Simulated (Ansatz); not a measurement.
Given:

CuPt:
```
CuPt
1.0
    1.34174     0.77466     4.19073
   -1.34174     0.77466     4.19073
    0.00000    -1.54931     4.19073
Cu Pt
1 1
Cartesian
  0.00000   0.00000   0.00000
  0.00000   0.00000   6.28610
```

This is the LDA-relaxed structure.

Problem. All from the program Ansatz at the LDA level (PAW), unless another level is named. Estimate the formation energy from the elements (no fitted shifts).

Solution. -0.14 eV/atom.

Problem. Give the density of states at the Fermi level.

Solution. 0.38 states/eV per atom (mean over ±0.08 eV).

Space group R-3m. The first step of the workflow began from a Materials Project structure, measured or hypothetical; the Crystallography Open Database copy checked does not list it. With Cu and Pt taken as one species the cell has the higher symmetry Fm-3m, so it may be an ordered model of a mixed-site phase. Its standing as an ambient phase is unchecked. Symmetry was held in the LDA relaxation; of distortions, only those at the zone centre were tested. No spin polarisation was allowed. The references are the lowest solids computed at this level, not always the standard phases. Scalar-relativistic: spin–orbit coupling is off unless named, which matters more the heavier the elements.

Potentials: the later of the program's two PAW sets.
